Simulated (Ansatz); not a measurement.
Input file for Ansatz (an electronic-structure program):

Ansatz 0.2 input:
```yaml
crystal:
  lattice:
    - [3.8523503733, 0.0, 0.0]
    - [0.0, 3.8523503733, 0.0]
    - [0.0, 0.0, 9.551979717]
  atoms:
    - { symbol: Ba, position: [0.5, 0.5, 0.6965849717] }
    - { symbol: Ba, position: [0.5, 0.5, 0.3034150283] }
    - { symbol: Cu, position: [0.0, 0.0, 0.5] }
    - { symbol: Hg, position: [0.0, 0.0, 0.0] }
    - { symbol: O, position: [0.0, 0.0, 0.7935366847] }
    - { symbol: O, position: [0.0, 0.0, 0.2064633153] }
    - { symbol: O, position: [0.0, 0.5, 0.5] }
    - { symbol: O, position: [0.5, 0.0, 0.5] }
kpoints:
  mp_grid: { grid: [8, 8, 3] }
  band_path:
    path:
      - [[0.0, 0.0, 0.0], [0.0, 0.5, 0.0], [0.5, 0.5, 0.0], [0.0, 0.0, 0.0], [0.0, 0.0, 0.5], [0.0, 0.5, 0.5], [0.5, 0.5, 0.5], [0.0, 0.0, 0.5]]  # Γ-X-M-Γ-Z-R-A-Z
      - [[0.0, 0.5, 0.0], [0.0, 0.5, 0.5]]  # X-R
      - [[0.5, 0.5, 0.0], [0.5, 0.5, 0.5]]  # M-A
    npoints: 8
basis: { xc_grid: 2 }
hamiltonian:
  xc: pbesol
  pseudopotentials: { kind: paw }
magnetization: { noncollinear: true, spin_orbit: true }
scf:
  n_extra_bands: 17
  convergence: { dr2_threshold: 0.0000000001 }
  occupations: { method: gaussian, width: 0.05 }
output: { eigenvalues: true }
```

Output (shortened):

```
Pseudopotential: Ba, paw_fr, valence charge 10
Pseudopotential: Cu, paw_fr, valence charge 19
Pseudopotential: Hg, paw_fr, valence charge 20
Pseudopotential: O, paw_fr, valence charge 6
Functional definition: PBEsol
non-collinear run that drives no moment, with spin-orbit …
Crystal: 8 atoms, lattice volume = 141.757 Å³
Basis set: ecut = 420 eV, 2783 PW (Γ), exchange–correlation on 54×54×128 points (8 copies of the dense FFT grid, shifted against one another)
Bands: 100, of which v1, the nominal top of the filled ones, is band 83 counted from 1 (82 counted from 0)
Symmetry: 16 space group operations + 16 with time reversal
k-points: 30 of 192
Projection manifold: j_resolved (fully-relativistic pseudo-atomic orbitals)
SCF iter   1: F=—  HF=-34283.732371 eV  |F-HF|=—  |Δ(HF+E_count)|=         —  Δρ=1.81e-1  dr2=4.65e1  dr2_m=0.00e0 (ungated)  ethr=3.10e-3  |M|=0.00e0 ∫|m|=0.00e0 μB  |m|>n=0.0e0 m-floor=0.0e0 τ_xc=0.0e0  β_m=0.30  ⟨swp⟩=10.4  Hψ=8533  notcnv=0  defer=22
preconditioner: auto → Resta (q_TF=auto, 2.495 Å⁻¹)
spin=Noncollinear: Resta preconditioning applied to the charge; magnetization (m_x, m_y, m_z) channels mix plain (no charge-response kernel on spin).
SCF iter   2: F=—  HF=-34281.731048 eV  |F-HF|=—  |Δ(HF+E_count)|=    2.00e0  Δρ=9.98e-2  dr2=1.11e1  dr2_m=0.00e0 (ungated)  ethr=3.10e-3  |M|=0.00e0 ∫|m|=0.00e0 μB  |m|>n=0.0e0 m-floor=0.0e0 τ_xc=0.0e0  β_m=0.26  ⟨swp⟩=3.7  Hψ=3820  notcnv=0  defer=322
preconditioner: auto → Kerker (q_TF=auto, 2.495 Å⁻¹)
spin=Noncollinear: Kerker preconditioning applied to the charge; magnetization (m_x, m_y, m_z) channels mix plain (no charge-response kernel on spin).
SCF iter   3: F=—  HF=-34279.672997 eV  |F-HF|=—  |Δ(HF+E_count)|=    2.06e0  Δρ=3.38e-2  dr2=3.41e0  dr2_m=0.00e0 (ungated)  ethr=3.10e-3  |M|=0.00e0 ∫|m|=0.00e0 μB  |m|>n=0.0e0 m-floor=0.0e0 τ_xc=0.0e0  β_m=0.39  ⟨swp⟩=2.9  Hψ=3091  notcnv=0  defer=334
SCF iter   4: F=—  HF=-34279.088805 eV  |F-HF|=—  |Δ(HF+E_count)|=   5.84e-1  Δρ=2.14e-2  dr2=2.08e0  dr2_m=0.00e0 (ungated)  ethr=3.10e-3  |M|=0.00e0 ∫|m|=0.00e0 μB  |m|>n=0.0e0 m-floor=0.0e0 τ_xc=0.0e0  β_m=0.70  ⟨swp⟩=2.8  Hψ=2028  notcnv=0  defer=334
SCF iter   5: F=—  HF=-34278.476289 eV  |F-HF|=—  |Δ(HF+E_count)|=   6.13e-1  Δρ=1.53e-2  dr2=6.42e-1  dr2_m=0.00e0 (ungated)  ethr=2.51e-3  |M|=0.00e0 ∫|m|=0.00e0 μB  |m|>n=0.0e0 m-floor=0.0e0 τ_xc=0.0e0  β_m=0.78  ⟨swp⟩=4.1  Hψ=2782  notcnv=0  defer=336
SCF iter   6: F=—  HF=-34278.420409 eV  |F-HF|=—  |Δ(HF+E_count)|=   5.59e-2  Δρ=1.32e-2  dr2=4.06e-1  dr2_m=0.00e0 (ungated)  ethr=7.74e-4  |M|=0.00e0 ∫|m|=0.00e0 μB  |m|>n=0.0e0 m-floor=0.0e0 τ_xc=0.0e0  β_m=0.74  ⟨swp⟩=3.0  Hψ=2056  notcnv=0  defer=346
SCF iter   7: F=—  HF=-34278.387513 eV  |F-HF|=—  |Δ(HF+E_count)|=   3.29e-2  Δρ=9.83e-3  dr2=2.53e-1  dr2_m=0.00e0 (ungated)  ethr=4.89e-4  |M|=0.00e0 ∫|m|=0.00e0 μB  |m|>n=0.0e0 m-floor=0.0e0 τ_xc=0.0e0  β_m=0.67  ⟨swp⟩=2.8  Hψ=2527  notcnv=0  defer=346
SCF iter   8: F=—  HF=-34278.363562 eV  |F-HF|=—  |Δ(HF+E_count)|=   2.40e-2  Δρ=6.05e-3  dr2=1.39e-1  dr2_m=0.00e0 (ungated)  ethr=3.05e-4  |M|=0.00e0 ∫|m|=0.00e0 μB  |m|>n=0.0e0 m-floor=0.0e0 τ_xc=0.0e0  β_m=0.63  ⟨swp⟩=2.4  Hψ=1885  notcnv=0  defer=344
SCF iter  22: F=-34278.332340 eV  HF=-34278.332340 eV  |F-HF|=1.46e-11  |Δ(HF+E_count)|=    0.00e0  Δρ=1.40e-7  dr2=3.16e-11  dr2_m=0.00e0 (ungated)  ethr=1.00e-12  |M|=0.00e0 ∫|m|=0.00e0 μB  |m|>n=0.0e0 m-floor=0.0e0 τ_xc=0.0e0  ⟨swp⟩=15.0  Hψ=7010  notcnv=0
SCF 1 converged in 22 iterations: F = -34278.332340 eV  dr2 = 3.16e-11
NSCF: frozen V_eff on 75 k-points
SCF converged after 22 iterations
Magnetization: |M| = 0.0000 μB,  M = (+0.0000, +0.0000, +0.0000) μB
Absolute magnetization: 0.0000 μB (∫|m|)
  site 0: m = (+0.0000, +0.0000, +0.0000) μB, |m| = 0.0000 μB  (R = 1.11 Å)
  site 1: m = (+0.0000, +0.0000, +0.0000) μB, |m| = 0.0000 μB  (R = 1.11 Å)
  site 2: m = (+0.0000, +0.0000, +0.0000) μB, |m| = 0.0000 μB  (R = 0.79 Å)
  site 3: m = (+0.0000, +0.0000, +0.0000) μB, |m| = 0.0000 μB  (R = 0.81 Å)
  site 4: m = (+0.0000, +0.0000, +0.0000) μB, |m| = 0.0000 μB  (R = 0.81 Å)
  site 5: m = (+0.0000, +0.0000, +0.0000) μB, |m| = 0.0000 μB  (R = 0.81 Å)
  site 6: m = (+0.0000, +0.0000, +0.0000) μB, |m| = 0.0000 μB  (R = 0.79 Å)
  site 7: m = (+0.0000, +0.0000, +0.0000) μB, |m| = 0.0000 μB  (R = 0.79 Å)
Free energy (F): -34278.332340 eV
Harris-Foulkes:  -34278.332340 eV  (|F-HF|=1.46e-11)
Internal energy: -34278.328682 eV  (E = F + TS)
E sigma→0 (E₀):  -34278.330511 eV
Entropy (-TS):   -0.003658 eV (-0.457 meV/atom)
Fermi energy:    10.059527 eV
--- Per-component energies (eV) ---
  E_band       = -990.616333
  E_kinetic    = 1938.574466
  E_local      = -12174.195288  (includes V_loc(G=0)·N_el)
  E_nonlocal   = 761.449424
  E_hartree    = 5302.180574
  E_xc         = -935.571069
  E_vxc        = -1025.390381  (∫ρ·V_xc dr)
  E_paw        = -22350.879836  (= ΣΔE_a)
  E_vpaw       = -1095.426337  (= ΣTr[D̂ρ^β])
  E_aug_tail   = 0.010742  (compensation charges beyond the density's cutoff)
  E_ewald      = -6820.885280
  E_core_change = 0.987586  (= ΣΔE_core)
  E_smearing   = -0.003658  (= −TS)
  E_closure    = 0.000000  (closes the sum)
  Σ components = -34278.332340   (vs F -34278.332340, Δ=0.00e0)
  [band-id]    e_kinetic+e_local+e_nonlocal+2·e_hartree+e_vxc+e_vpaw+e_augmentation_tail = -990.616229   (vs E_band -990.616333, Δ=1.04e-4)
--- Band table (eV; the first three rows and the last of 30) ---
  k-point 0: bands = ["-105.5047", "-105.5047", "-102.1106", "-102.1106", "-67.5910", "-67.5910", "-61.4129", "-61.4129", "-58.9376", "-58.9376", "-58.6520", "-58.6520", "-49.3034", "-49.3034", "-49.1705", "-49.1705", "-16.2579", "-16.2579", "-16.1493", …
  k-point 1: bands = ["-105.5047", "-105.5047", "-102.1106", "-102.1106", "-67.5910", "-67.5910", "-61.4129", "-61.4129", "-58.9376", "-58.9376", "-58.6520", "-58.6520", "-49.3034", "-49.3034", "-49.1705", "-49.1705", "-16.2571", "-16.2571", "-16.1502", …
  k-point 2: bands = ["-105.5047", "-105.5047", "-102.1107", "-102.1107", "-67.5910", "-67.5910", "-61.4129", "-61.4129", "-58.9376", "-58.9376", "-58.6520", "-58.6520", "-49.3034", "-49.3034", "-49.1706", "-49.1706", "-16.2389", "-16.2389", "-16.1338", …
  k-point 29: bands = ["-105.5047", "-105.5047", "-102.1107", "-102.1107", "-67.5912", "-67.5912", "-61.4130", "-61.4130", "-58.9377", "-58.9377", "-58.6520", "-58.6520", "-49.3038", "-49.3038", "-49.1723", "-49.1723", "-16.0124", "-16.0124", "-15.9494", …
```

Cost: very roughly 4 core-minutes on shared cores.

Space group P4/mmm. The first step of the workflow began from a Materials Project structure, measured or hypothetical; the Crystallography Open Database copy checked does not list it. Whether it is the stable phase at ambient conditions was not checked. The cell was relaxed with PBEsol under the symmetry of its start; of distortions, only those at the zone centre were tested. No spin polarisation was allowed. No Hubbard U is applied.

Potentials: the later of the program's two PAW sets.

Ansatz is a plane-wave DFT program.
